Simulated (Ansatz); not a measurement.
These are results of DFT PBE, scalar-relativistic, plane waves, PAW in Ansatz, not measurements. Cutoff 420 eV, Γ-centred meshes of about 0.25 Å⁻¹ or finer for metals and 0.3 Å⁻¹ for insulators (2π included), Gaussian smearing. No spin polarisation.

All energies are static (0 K, no zero-point motion).

Two relaxed structures of Al3BiO3:

A.

```
CELL_PARAMETERS angstrom
3.08292 -3.67921 0.00000
3.08292 3.67921 0.00000
-1.92489 0.00000 4.71917
ATOMIC_POSITIONS crystal
Al 0.61604 0.61604 0.10237
Al 0.75813 0.30559 0.54835
Al 0.30559 0.75813 0.54835
Bi 0.13162 0.13162 0.94907
O 0.53673 0.91914 0.35251
O 0.91914 0.53673 0.35251
O 0.55861 0.55861 0.71895
```

B.

```
CELL_PARAMETERS angstrom
3.04808 0.00000 0.00000
-1.52404 2.63971 0.00000
0.00000 0.00000 14.38227
ATOMIC_POSITIONS crystal
Al 0.33333 0.66667 0.61479
Al 0.00000 0.00000 0.40907
Al 0.33333 0.66667 0.13057
Bi 0.00000 0.00000 0.94256
O 0.33333 0.66667 0.49421
O 0.00000 0.00000 0.65225
O 0.66667 0.33333 0.36155
```

**Question.** Which form is favoured at zero pressure, and by what margin per atom?

**Answer.** A is lower, by 39 meV/atom. A has space group Cm (No. 8), 15.3 Å³/atom and a gap of 0.79 eV on its mesh; B has space group P3m1 (No. 156), 16.5 Å³/atom and no gap. Counting O atoms around Al and Bi (those within 1.25 times the shortest such distance or 1.15 times the sum of covalent radii; a plus sign parts nearer from farther groups; the shortest distance is added where it is long for a bond; a slash parts the counts of unlike sites), A has Al 3, Bi 2+4 from 3.0 Å and B has Al 3 from 3.8 Å/4/3+3, Bi 1+6 from 4.2 Å. Both come from trial cells of a structure search, whose lowest cell (P2_1/m, 17.7 Å³/atom) lies 67 meV/atom below the lower of the two.

Weakly bound directions are ill-defined at this level, which has no dispersion term (P3m1), and this can change margins and order among such cells. Spin–orbit coupling, which can matter for Bi, is left out. Kohn–Sham gaps at this level usually fall short of measured ones. The missing spin–orbit coupling can work the other way here. With atoms moved at random, A came back. B had no clear such test and can be a saddle point. Some types were kept out of the candidates beforehand, so the set may lack a known form.
